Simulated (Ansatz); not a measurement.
**What DFT gives for Zr₆Al₂Os**

```yaml
crystal:
  lattice:
    - [7.98407, 0.00000, 0.00000]
    - [-3.99203, 6.91441, 0.00000]
    - [0.00000, 0.00000, 3.38718]
  atoms:
    - { symbol: Zr, position: [0.25310, 0.00000, 0.50000] }
    - { symbol: Zr, position: [0.74690, 0.74690, 0.50000] }
    - { symbol: Zr, position: [0.00000, 0.25310, 0.50000] }
    - { symbol: Al, position: [0.33330, 0.66670, 0.50000] }
    - { symbol: Al, position: [0.66670, 0.33330, 0.50000] }
    - { symbol: Os, position: [0.00000, 0.00000, 0.00000] }
    - { symbol: Zr, position: [0.60350, 0.00000, 0.00000] }
    - { symbol: Zr, position: [0.39650, 0.39650, 0.00000] }
    - { symbol: Zr, position: [0.00000, 0.60350, 0.00000] }
```

Level: r2SCAN, no spin polarisation; 500 eV; 5×5×10 Γ-centred mesh; fermi-dirac occupations (width 0.0231 eV); Ansatz 0.2.0, fixed geometry.

Problem. Is the cell too large or too small?

Solution. The pressure is 1.3 GPa (compression positive), so with the atoms held at these fractions the cell would first expand.

Problem. Which atom feels the largest force, and which way?

Solution. The largest is on Zr3 (and as large on other atoms): 0.77 eV/Å, components (-0.39, 0.67, 0.00). It makes 140° with the line to a nearest neighbour, Os6 at 2.64 Å, pointing away from it.

Problem. What happens at the Fermi level?

Solution. It is a metal, with about 9.3 states/eV a cell as the mean within 0.25 eV of the Fermi level, mostly Zr d (72 %).

Problem. Which element gives electrons and which takes them?

Solution. Bader charges in e: Zr +0.90 to +1.00, Al -1.53, Os -2.63. In the mean Zr gives up most and Os takes most.

Problem. Describe some of the short contacts.

Solution. Zr–Os at 2.64 Å: least valence density 0.45 e/Å³ and ELF 0.27 there. Zr–Zr at 3.25 Å: least valence density 0.15 e/Å³ and ELF 0.19 there. Al–Zr at 2.98 Å is left out, since its least density falls inside a PAW sphere. Both are smooth PAW fields, read partly inside the augmentation spheres.

Problem. What is the formation energy?

Solution. -0.38 eV an atom against the elements' usual phases (free molecules for gases, crystals otherwise, with no correction for O₂ or N₂), so it is bound against them; other compounds may still compete. Relaxing would lower it.

Origin: a known structure type with other elements, at an estimated volume, so it need not be a known compound.
